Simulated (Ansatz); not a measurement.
**Relaxing HfSbTe$_{3}$**

All numbers below come from Ansatz, DFT PBEsol, scalar-relativistic, plane waves, PAW. Run with 420 eV cutoff, 12×12×12 k-mesh, Gaussian smearing of 0.10 eV, no spin polarisation.

What was changed in GeSbTe3: Ge → Hf on all its sites, cell and atoms relaxed.

A cell with an odd number of electrons and no spin polarisation is a metal by construction and may be lower with spin. Spin–orbit coupling is left out, which can shift energies with elements as heavy as these.

Command:

```bash
ansatz run input.yaml --threads 1 --pin off --max-ram 2560MiB --backend cpu --events-out ev --progress --plain --runs-dir out
```

Input:

```yaml
crystal:
  lattice:
    - [1.9798883759, 1.1430890868, 10.8392879025]
    - [-1.9798883759, 1.1430890868, 10.8392879025]
    - [0.0, -2.2861781736, 10.8392879025]
  atoms:
    - { symbol: Hf, position: [0.6011865763, 0.6011865763, 0.6011865763] }
    - { symbol: Sb, position: [0.4029081963, 0.4029081963, 0.4029081963] }
    - { symbol: Te, position: [0.9891368574, 0.9891368574, 0.9891368574] }
    - { symbol: Te, position: [0.7919191444, 0.7919191444, 0.7919191444] }
    - { symbol: Te, position: [0.2148502256, 0.2148502256, 0.2148502256] }
basis:
  ecutwfc: 420
kpoints:
  mp_grid: { grid: [12, 12, 12] }
hamiltonian:
  xc: pbesol
scf:
  occupations: { method: gaussian, width: 0.1 }
output:
  forces: true
  stress: true
  eigenvalues: true
relax:
  adjacent_minimum: "off"
  f_tol: 0.01
  max_steps: 60
  cell: { stress_tol: 0.1 }
```

F is the free energy. Steps run on the plane waves of an earlier cell, but the last one, and at times one on the way, on a freshly chosen basis, so a repeated geometry can differ a little in energy.

Steps:

```tsv
step	F − F(1) (eV)	largest force component (eV/Å)	V (Å³/atom)	P (GPa)
1	0.0000	0.060	29.438	-0.12
2	-0.0011	0.070	29.413	0.10
3	-0.0021	0.066	29.386	0.06
4	-0.0041	0.083	29.047	0.06
5	-0.0055	0.015	29.229	-0.05
6	-0.0059	0.011	29.183	-0.03
7	-0.0060	0.010	29.147	-0.01
8	-0.0057	0.010	29.147	-0.01
```

Relaxed structure:

```
CELL_PARAMETERS angstrom
2.00169 1.15568 10.49970
-2.00169 1.15568 10.49970
0.00000 -2.31135 10.49970
ATOMIC_POSITIONS crystal
Hf 0.60178 0.60178 0.60178
Sb 0.40165 0.40165 0.40165
Te 0.99122 0.99122 0.99122
Te 0.79082 0.79082 0.79082
Te 0.21453 0.21453 0.21453
```

Symmetry: R3m, No. 160, trigonal system. The conventional cell has a = 4.003 Å, b = 4.003 Å, c = 31.499 Å, α = 90.00°, β = 90.00°, γ = 120.00°. Around Hf (site symmetry 3m) lie 6 Te at 2.87 to 2.91 Å. Sb (site symmetry 3m) has 3 Te at 2.90 Å as nearest neighbours. Te (site symmetry 3m) is surrounded by 3 Hf at 2.91 Å. Around Te (site symmetry 3m) lie 3 Sb at 2.90 Å. Around Te (site symmetry 3m) lie 3 Hf at 2.87 Å.

The run converged. Time: 9.9 min on 1 thread of Intel(R) Xeon(R) 6975P-C (Granite Rapids) (shared host), peak memory 1.2 GiB.